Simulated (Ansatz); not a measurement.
A relaxation computed with Ansatz, from input to last step.

```yaml
crystal:
  lattice:
    - [-3.7416070092, 3.7416070092, 6.0522494259]
    - [3.7416070092, -3.7416070092, 6.0522494259]
    - [3.7416070092, 3.7416070092, -6.0522494259]
  atoms:
    - { symbol: Ba, position: [0.25, 0.25, 0.0] }
    - { symbol: Ba, position: [0.75, 0.75, 0.0] }
    - { symbol: Ba, position: [0.1839526595, 0.6839526595, 0.867905319] }
    - { symbol: Ba, position: [0.8160473405, 0.3160473405, 0.132094681] }
    - { symbol: Ba, position: [0.6839526595, 0.8160473405, 0.5] }
    - { symbol: Ba, position: [0.3160473405, 0.1839526595, 0.5] }
    - { symbol: Ti, position: [0.75, 0.25, 0.5] }
    - { symbol: Ti, position: [0.25, 0.75, 0.5] }
    - { symbol: O, position: [0.795048111, 0.295048111, 0.7757712271] }
    - { symbol: O, position: [0.204951889, 0.704951889, 0.2242287729] }
    - { symbol: O, position: [0.5192768839, 0.0192768839, 0.2242287729] }
    - { symbol: O, position: [0.295048111, 0.5192768839, 0.5] }
    - { symbol: O, position: [0.9807231161, 0.204951889, 0.5] }
    - { symbol: O, position: [0.4807231161, 0.9807231161, 0.7757712271] }
    - { symbol: O, position: [0.704951889, 0.4807231161, 0.5] }
    - { symbol: O, position: [0.0192768839, 0.795048111, 0.5] }
    - { symbol: O, position: [0.0, 0.0, 0.0] }
    - { symbol: O, position: [0.5, 0.5, 0.0] }
basis:
  ecutwfc: 420
kpoints:
  mp_grid: { grid: [6, 6, 6] }
hamiltonian:
  xc: pbesol
scf:
  occupations: { method: gaussian, width: 0.02 }
output:
  forces: true
  stress: true
  eigenvalues: true
  write_density: true
  write_potential: true
  elf: true
  volumetric_format: npy
relax:
  adjacent_minimum: "off"
  f_tol: 0.01
  max_steps: 30
  cell: { stress_tol: 0.1, fix: [volume] }
```

```bash
ansatz run input.yaml --threads 4 --pin off --max-ram 10240MiB --backend cpu --events-out ev --progress --plain --runs-dir out
```

Theory: Ansatz 0.2.0, DFT PBEsol, scalar-relativistic, plane waves, PAW.

The volume is held at 1.1 times that of the relaxed cell.

Of 6 frames 5 are shown, positions in Å and forces in eV/Å; the SCF threshold varies from step to step. Steps run on the plane waves of an earlier cell, with a Pulay correction in the pressure. The basis is chosen afresh for the last frame, the zero of the energies, and at times for earlier ones too; energy and pressure can step there, also at an unchanged geometry. Where two frames share a geometry here, they differ by under 2 meV/atom and 0.3 GPa.

```xyz
18
Lattice="-3.7416 3.7416 6.0522 3.7416 -3.7416 6.0522 3.7416 3.7416 -6.0522" Properties=species:S:1:pos:R:3:forces:R:3 pbc="T T T" step=1 free_energy_over_end_meV_per_atom=2.37 pressure_GPa=-6.78
Ba    0.0000    0.0000    3.0261    0.0000    0.0000    0.0000
Ba    0.0000    0.0000    9.0784    0.0000    0.0000    0.0000
Ba    5.1182    1.3766    0.0000    0.0905    0.0905    0.0000
Ba   -1.3766    2.3651    6.0522   -0.0905   -0.0905    0.0000
Ba    2.3651    1.3766    6.0522   -0.0905    0.0905    0.0000
Ba    1.3766    2.3651    0.0000    0.0905   -0.0905    0.0000
Ti    0.0000    3.7416    3.0261    0.0000    0.0000    0.0000
Ti    3.7416    0.0000    3.0261    0.0000    0.0000    0.0000
O     1.0318    4.7734    1.9024   -0.2758   -0.2758    0.2406
O     2.7098   -1.0318    4.1499    0.2758    0.2758   -0.2406
O    -1.0318    2.7098    1.9024    0.2758    0.2758    0.2406
O     2.7098    1.0318    1.9024    0.2758   -0.2758    0.2406
O    -1.0318    4.7734    4.1499    0.2758   -0.2758   -0.2406
O     4.7734    1.0318    4.1499   -0.2758   -0.2758   -0.2406
O     1.0318    2.7098    4.1499   -0.2758    0.2758   -0.2406
O     4.7734   -1.0318    1.9024   -0.2758    0.2758    0.2406
O     0.0000    0.0000    0.0000    0.0000    0.0000    0.0000
O     0.0000    0.0000    6.0522    0.0000    0.0000    0.0000
18
Lattice="-3.7478 3.7478 6.0323 3.7478 -3.7478 6.0323 3.7478 3.7478 -6.0323" Properties=species:S:1:pos:R:3:forces:R:3 pbc="T T T" step=2 free_energy_over_end_meV_per_atom=2.37 pressure_GPa=-5.30
Ba    0.0000    0.0000    3.0161    0.0000    0.0000    0.0000
Ba    0.0000    0.0000    9.0484    0.0000    0.0000    0.0000
Ba    5.2026    1.4548    0.0000   -0.1818   -0.1818    0.0000
Ba   -1.4548    2.2930    6.0323    0.1818    0.1818    0.0000
Ba    2.2930    1.4548    6.0323    0.1818   -0.1818    0.0000
Ba    1.4548    2.2930    0.0000   -0.1818    0.1818    0.0000
Ti    0.0000    3.7478    3.0161    0.0000    0.0000    0.0000
Ti    3.7478    0.0000    3.0161    0.0000    0.0000    0.0000
O     1.0186    4.7664    1.8903   -0.0333   -0.0333    0.1947
O     2.7292   -1.0186    4.1420    0.0333    0.0333   -0.1947
O    -1.0186    2.7292    1.8903    0.0333    0.0333    0.1947
O     2.7292    1.0186    1.8903    0.0333   -0.0333    0.1947
O    -1.0186    4.7664    4.1420    0.0333   -0.0333   -0.1947
O     4.7664    1.0186    4.1420   -0.0333   -0.0333   -0.1947
O     1.0186    2.7292    4.1420   -0.0333    0.0333   -0.1947
O     4.7664   -1.0186    1.8903   -0.0333    0.0333    0.1947
O     0.0000    0.0000    0.0000    0.0000    0.0000    0.0000
O     0.0000    0.0000    6.0323    0.0000    0.0000    0.0000
18
Lattice="-3.7485 3.7485 6.0300 3.7485 -3.7485 6.0300 3.7485 3.7485 -6.0300" Properties=species:S:1:pos:R:3:forces:R:3 pbc="T T T" step=3 free_energy_over_end_meV_per_atom=0.15 pressure_GPa=-5.83
Ba    0.0000    0.0000    3.0150    0.0000    0.0000    0.0000
Ba    0.0000    0.0000    9.0451    0.0000    0.0000    0.0000
Ba    5.1626    1.4141    0.0000   -0.0252   -0.0252    0.0000
Ba   -1.4141    2.3344    6.0300    0.0252    0.0252    0.0000
Ba    2.3344    1.4141    6.0300    0.0252   -0.0252    0.0000
Ba    1.4141    2.3344    0.0000   -0.0252    0.0252    0.0000
Ti    0.0000    3.7485    3.0150    0.0000    0.0000    0.0000
Ti    3.7485    0.0000    3.0150    0.0000    0.0000    0.0000
O     1.0245    4.7730    1.8993   -0.0631   -0.0631    0.0684
O     2.7240   -1.0245    4.1308    0.0631    0.0631   -0.0684
O    -1.0245    2.7240    1.8993    0.0631    0.0631    0.0684
O     2.7240    1.0245    1.8993    0.0631   -0.0631    0.0684
O    -1.0245    4.7730    4.1308    0.0631   -0.0631   -0.0684
O     4.7730    1.0245    4.1308   -0.0631   -0.0631   -0.0684
O     1.0245    2.7240    4.1308   -0.0631    0.0631   -0.0684
O     4.7730   -1.0245    1.8993   -0.0631    0.0631    0.0684
O     0.0000    0.0000    0.0000    0.0000    0.0000    0.0000
O     0.0000    0.0000    6.0300    0.0000    0.0000    0.0000
18
Lattice="-3.7505 3.7505 6.0235 3.7505 -3.7505 6.0235 3.7505 3.7505 -6.0235" Properties=species:S:1:pos:R:3:forces:R:3 pbc="T T T" step=4 free_energy_over_end_meV_per_atom=0.03 pressure_GPa=-5.76
Ba    0.0000    0.0000    3.0118    0.0000    0.0000    0.0000
Ba    0.0000    0.0000    9.0353    0.0000    0.0000    0.0000
Ba    5.1597    1.4092    0.0000   -0.0026   -0.0026    0.0000
Ba   -1.4092    2.3413    6.0235    0.0026    0.0026    0.0000
Ba    2.3413    1.4092    6.0235    0.0026   -0.0026    0.0000
Ba    1.4092    2.3413    0.0000   -0.0026    0.0026    0.0000
Ti    0.0000    3.7505    3.0118    0.0000    0.0000    0.0000
Ti    3.7505    0.0000    3.0118    0.0000    0.0000    0.0000
O     1.0234    4.7739    1.8979   -0.0235   -0.0235    0.0171
O     2.7272   -1.0234    4.1257    0.0235    0.0235   -0.0171
O    -1.0234    2.7272    1.8979    0.0235    0.0235    0.0171
O     2.7272    1.0234    1.8979    0.0235   -0.0235    0.0171
O    -1.0234    4.7739    4.1257    0.0235   -0.0235   -0.0171
O     4.7739    1.0234    4.1257   -0.0235   -0.0235   -0.0171
O     1.0234    2.7272    4.1257   -0.0235    0.0235   -0.0171
O     4.7739   -1.0234    1.8979   -0.0235    0.0235    0.0171
O     0.0000    0.0000    0.0000    0.0000    0.0000    0.0000
O     0.0000    0.0000    6.0235    0.0000    0.0000    0.0000
18
Lattice="-3.7517 3.7517 6.0199 3.7517 -3.7517 6.0199 3.7517 3.7517 -6.0199" Properties=species:S:1:pos:R:3:forces:R:3 pbc="T T T" step=6 free_energy_over_end_meV_per_atom=0.00 pressure_GPa=-5.70
Ba    0.0000    0.0000    3.0099    0.0000    0.0000    0.0000
Ba    0.0000    0.0000    9.0298    0.0000    0.0000    0.0000
Ba    5.1603    1.4086    0.0000    0.0003    0.0003    0.0000
Ba   -1.4086    2.3430    6.0199   -0.0003   -0.0003    0.0000
Ba    2.3430    1.4086    6.0199   -0.0003    0.0003    0.0000
Ba    1.4086    2.3430    0.0000    0.0003   -0.0003    0.0000
Ti    0.0000    3.7517    3.0099    0.0000    0.0000    0.0000
Ti    3.7517    0.0000    3.0099    0.0000    0.0000    0.0000
O     1.0220    4.7736    1.8956    0.0020    0.0020    0.0012
O     2.7297   -1.0220    4.1242   -0.0020   -0.0020   -0.0012
O    -1.0220    2.7297    1.8956   -0.0020   -0.0020    0.0012
O     2.7297    1.0220    1.8956   -0.0020    0.0020    0.0012
O    -1.0220    4.7736    4.1242   -0.0020    0.0020   -0.0012
O     4.7736    1.0220    4.1242    0.0020    0.0020   -0.0012
O     1.0220    2.7297    4.1242    0.0020   -0.0020   -0.0012
O     4.7736   -1.0220    1.8956    0.0020   -0.0020    0.0012
O     0.0000    0.0000    0.0000    0.0000    0.0000    0.0000
O     0.0000    0.0000    6.0199    0.0000    0.0000    0.0000
```

The run took 100 s on 4 threads of Oxide Virtual Turin-like Processor (Zen 5), with other jobs on the host, peak memory 1.6 GiB.